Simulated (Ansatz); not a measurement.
Theory: DFT PBE, scalar-relativistic, plane waves, PAW in Ansatz. All cells share a 420 eV cutoff and Γ-centred k meshes spaced at most about 0.3 Å⁻¹ (about 0.25 or finer for metals, 2π included). No spin polarisation in the final relaxations.

Temperature and zero-point effects are left out.

Two forms of Ga₂SnSe₃ were relaxed alike.

A. Space group P-6m2 (No. 187), hexagonal, a = 5.144 Å, c = 8.490 Å. Ga on its first site has 6 Se at 3.20 Å; around Ga on its second site lie 3 Se at 2.97 Å and 3 Sn at 2.97 Å; Sn has 3 Ga at 2.97 Å and 3 Se at 2.97 Å; Se on a site of symmetry 3m has 1 Se at 2.38 Å, 1 Se at 3.05 Å and 3 Ga at 3.20 Å; around Se on a site of symmetry -6m2 lie 3 Ga at 2.97 Å, 3 Sn at 2.97 Å and 2 Se at 3.05 Å.

B. Space group P4/mmm (No. 123), tetragonal, a = 4.250 Å, c = 9.469 Å. Ga has 4 Se at 2.79 Å and 1 Sn at 2.93 Å; Sn has 2 Ga at 2.93 Å and 4 Se at 3.01 Å; Se on a site of symmetry mmm is surrounded by 4 Ga at 2.79 Å and 4 Se at 3.01 Å; Se on a site of symmetry 4/mmm is surrounded by 4 Sn at 3.01 Å.

Task: Which would you expect to be lower, and how large is the difference?

Result: B is lower, by 258 meV/atom. A has space group P-6m2 (No. 187), 32.4 Å³/atom and no gap on its mesh; B has space group P4/mmm (No. 123), 28.5 Å³/atom and no gap. Counting Se atoms around Ga and Sn (those within 1.25 times the shortest such distance or 1.15 times the sum of covalent radii, 1.27 where that leaves under three; the shortest distance is added where it exceeds 1.18 times the sum of covalent radii; a slash parts the counts of unlike sites), A has Ga 3 from 3.0 Å/6 from 3.2 Å, Sn 3 and B has Ga 4, Sn 4. A holds Se–Se pairs (shortest 2.38 Å); in B the shortest Se–Se distance is 3.01 Å. Both come from invented guesses. A third cell relaxed alike, in P4mm, lies 289 meV/atom below the lower of the two.

Weakly bound directions are ill-defined at this level, which has no dispersion term (P-6m2), and this can change margins and order among such cells. Cells relaxed within their symmetry can be saddle points.
